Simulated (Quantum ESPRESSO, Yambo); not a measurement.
G0W0 results for BeS

```cif
data_BeS
_chemical_formula_sum 'Be1 S1'
_space_group_name_H-M_alt 'P 1'
_space_group_IT_number 1
_cell_length_a 3.44382
_cell_length_b 3.44382
_cell_length_c 3.44382
_cell_angle_alpha 60.000
_cell_angle_beta 60.000
_cell_angle_gamma 60.000
loop_
_space_group_symop_operation_xyz
  'x, y, z'
loop_
_atom_site_label
_atom_site_type_symbol
_atom_site_fract_x
_atom_site_fract_y
_atom_site_fract_z
_atom_site_occupancy
Be1 Be 0.00000 0.00000 0.00000 1
S1 S 0.25000 0.25000 0.25000 1
```

The geometry is that of Materials Project entry mp-422, symmetrised and not relaxed again.

Starting point: PBE (pw.x of Quantum ESPRESSO, ONCV potentials, scalar-relativistic). G0W0 in Yambo: 6×6×6 Γ-centred k mesh, bands 2 to 62 and a 10 Ry block in the screening, 62 bands in G with the Bruneval-Gonze terminator, plasmon pole fitted at 27.2 eV.

```json
{
 "PBE gap along the band path": "3.14 eV",
 "PBE gap between the mesh's edge points (Γ → X)": "3.14 eV",
 "G0W0 gap between the same points": "4.60 eV",
 "PBE smallest direct gap on the mesh (at Γ)": "5.67 eV",
 "G0W0 direct gap at that point": "7.56 eV"
}
```

```csv
k point,band,E PBE (eV),E QP (eV),shift (eV),Z
Γ,VB,0.00,-1.11,-1.11,0.80
Γ,CB,5.67,6.45,0.78,0.82
L,VB,-1.02,-2.16,-1.14,0.79
L,CB,5.43,6.04,0.61,0.81
X,VB,-2.60,-3.83,-1.24,0.79
X,CB,3.14,3.49,0.35,0.83
```

Energies count from the PBE valence-band maximum.

Nearest settings tried, and what they do to the gap: 39 bands in G: +3 meV; 4 Ry block (51 vectors against 137): -186 meV. Not varied: bands in W, mesh. So the settings aren't converged at that level.
